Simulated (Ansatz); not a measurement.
## Be, first-principles data

Be:
```cif
data_Be2
_chemical_formula_sum 'Be2'
_space_group_name_H-M_alt 'P 1'
_space_group_IT_number 1
_cell_length_a 2.26245
_cell_length_b 2.26245
_cell_length_c 3.56636
_cell_angle_alpha 90.000
_cell_angle_beta 90.000
_cell_angle_gamma 120.000
loop_
_space_group_symop_operation_xyz
  'x, y, z'
loop_
_atom_site_label
_atom_site_type_symbol
_atom_site_fract_x
_atom_site_fract_y
_atom_site_fract_z
_atom_site_occupancy
Be1 Be 0.33333 0.66667 0.75000 1
Be2 Be 0.66667 0.33333 0.25000 1
```

Space group P6_3/mmc (No. 194), hcp (Mg type); conventional cell a = b = 2.2625 Å, c = 3.5664 Å, α = β = 90.00°, γ = 120.00°.

Method: plane-wave PAW PBE (Ansatz code). Structure relaxed to zero pressure with the same functional. Other levels are named where they apply.

### Cell and energy

```
Item                  Value
---------------  ----------
Volume per atom     7.90 Å³
Density          1.89 g/cm³
```

### Electronic structure

```
Property                                                                    Result
------------------------------------  --------------------------------------------
Electronic character                                             metallic (no gap)
Density of states at the Fermi level  0.07 states/eV per atom (mean over ±0.08 eV)
```

Symmetry was held in the PBE relaxation. Axis ratios of metals converge slowly with the k-mesh, so a and c are less sure than the volume.

Potentials: the earlier of the program's two PAW sets.
